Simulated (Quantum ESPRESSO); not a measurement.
## Kohn-Sham bands of InSb (Cmc2₁)

```
InSb
1.0
    2.31255    -4.00263     0.00000
    2.31255     4.00263     0.00000
    0.00000     0.00000     7.61630
In Sb
2 2
Cartesian
  0.00000   2.65678  -3.71790
  0.00000  -2.65678   0.09025
  0.00000   2.67776   1.05219
  0.00000  -2.67776  -2.75596
```

Cell from Materials Project (mp-1007661), symmetrised, no further relaxation. Not found in the COD (Crystallography Open Database) copy used, which has the formula in other groups; not checked further. The atoms lie within 0.1 Å of the higher space group P6_3mc. Method: PBEsol plane waves in Quantum ESPRESSO 7.5 (PseudoDojo norm-conserving files, 64 Ry, spinors with spin-orbit coupling), Bloch states on a 4×4×4 mesh through Γ, Wannier90 4.0.1. Density: 8×8×4 mesh, cold smearing 0.01 Ry. With spin-orbit coupling a semilocal functional can close or falsely invert a small gap; the band order was not checked against a better method.

Problem. List the Kohn-Sham levels between −8 and 3.0 eV relative to the Fermi level at the high-symmetry points, as a band run of pw.x on that density gives them (levels within 2 meV counted together).

Solution. 
```tsv
point	k (reciprocal lattice)	levels (eV)
Γ	0.000 0.000 0.000	-5.72 (×2), -1.43 (×2), -0.97 (×2), -0.73 (×2), -0.61 (×2), 0.00 (×2), 0.06 (×2), 0.09 (×2), 2.40 (×2), 2.75 (×2), 2.98 (×2)
Y	0.500 -0.500 0.000	-5.98 (×2), -5.16 (×2), -3.42 (×2), -2.38 (×2), -2.07 (×2), -1.15 (×2), 0.89 (×2), 1.38 (×2)
C_0	0.667 -0.333 0.000	-5.69, -5.59, -5.54 (×2), -3.68 (×2), -2.71, -2.64, -2.63, -2.55, -2.28, -2.27, 1.85, 1.85, 2.87
Σ_0	0.333 0.333 0.000	-5.69, -5.59, -5.54 (×2), -3.68 (×2), -2.71, -2.64, -2.63, -2.55, -2.28, -2.27, 1.85, 1.85, 2.87
Z	0.000 0.000 -0.500	-3.86 (×4), -1.00 (×4), -0.51 (×4), 0.60 (×4)
A_0	0.333 0.333 -0.500	-5.92 (×2), -5.82 (×2), -3.23 (×2), -3.07 (×2), -1.67 (×2), -1.55 (×2), 1.25 (×2), 1.36 (×2)
E_0	0.667 -0.333 -0.500	-5.92 (×2), -5.82 (×2), -3.23 (×2), -3.07 (×2), -1.67 (×2), -1.55 (×2), 1.25 (×2), 1.36 (×2)
T	0.500 -0.500 -0.500	-5.81 (×4), -2.07 (×4), -1.78 (×4), 0.72 (×4), 2.27 (×4)
S	0.500 0.000 0.000	-6.00 (×2), -5.16 (×2), -3.42 (×2), -2.38 (×2), -2.07 (×2), -1.14 (×2), 0.90 (×2), 1.38 (×2), 2.99 (×2)
R	0.500 0.000 -0.500	-5.81 (×4), -2.07 (×2), -2.07 (×2), -1.78 (×4), 0.73 (×4), 2.27 (×4)
```
